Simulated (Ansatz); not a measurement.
Ca (fcc (Cu type), Fm-3m) under volume change, PBEsol in the plane-wave PAW code Ansatz, scaled uniformly.

| V (Å³/atom) | E − E(relaxed) (meV/atom) | P (GPa) |
|---|---|---|
| 36.932 | 20.8 | 1.94 |
| 38.149 | 8.9 | 1.22 |
| 39.367 | 2.1 | 0.57 |
| 40.584 | 0.0 | 0.00 |
| 41.802 | … | … |
| 43.019 | 7.6 | -0.96 |
| 44.237 | … | … |

**Question.** Fill in the missing entries.

**Answer.** 
- 44.237, E − E(relaxed) (meV/atom): 16.4
- 44.237, P (GPa): -1.35
- 41.802, E − E(relaxed) (meV/atom): 2.0
- 41.802, P (GPa): -0.51

**Question.** What does a third-order Birch–Murnaghan fit give for V₀, B₀ and B′?

**Answer.** V₀ = 40.58 Å³/atom, B₀ = 17.9 GPa, B′ = 3.0.

The PBEsol relaxation kept the symmetry of its start.

Potentials: the later of the program's two PAW sets.
